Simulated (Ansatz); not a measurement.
A: CdO (rock salt), a = 4.7683 Å, b = 4.7683 Å, c = 4.7683 Å, α = 90.00°, β = 90.00°, γ = 90.00°
B: NiSi2 (fluorite type, space group Fm-3m), a = b = c = 5.4441 Å, α = β = γ = 90.00°
C: MgO (rock salt), a = b = c = 4.2544 Å, α = β = γ = 90.00°
D: HfN (rock salt), a = b = c = 4.548 Å, α = β = γ = 90.00°

Scan: energy over volume and axial ratio (atoms clamped). One method and one kind of scan serve all of them; meshes and ranges differ. All were relaxed with their symmetry unable to fall. HfN is run without spin polarisation. NiSi2 is run without spin polarisation. Spin-orbit coupling is left out. The PAW data are Ansatz's earlier set.

### Question
Order them by shear modulus C′ = (C11 − C12)/2 (fitted) (lowest first) at the level PBE (plane waves to 420 eV, PAW, scalar-relativistic; Ansatz, an electronic-structure program).

### Answer
B (28 GPa), A (40 GPa), C (88 GPa), D (221 GPa)

(Under strain, the slope of the energy per volume gives the stress and its curvature an elastic modulus.)
